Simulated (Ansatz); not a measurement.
Ti (hcp (Mg type), P6_3/mmc) at seven volumes, plane-wave PAW r²SCAN+D4 (Ansatz code), shape and atoms relaxed at each. One row is withheld.

```tsv
V (Å³/atom)	P (GPa)
15.670	13.05
16.186	8.11
16.703	?
17.220	0.00
17.736	-3.32
18.253	-6.23
18.769	-8.77
```

Question: Fit the shown pressures and predict the withheld one.

Answer: P = (3/2)B₀(x^(7/2) − x^(5/2))[1 + (3/4)(B′ − 4)(x − 1)] with x = (V₀/V)^(2/3). Least squares on the six rows gives V₀ = 17.219 Å³/atom, B₀ = 118 GPa, B′ = 3.41. At V = 16.703, x = 1.0205 and P = 3.78 GPa. The run itself gave 3.79 GPa.

The cell was relaxed with r²SCAN+D4 under the symmetry of its start. No spin polarisation was allowed. The pairwise dispersion correction was not fitted to metals.

Potentials: the later of the program's two PAW sets.
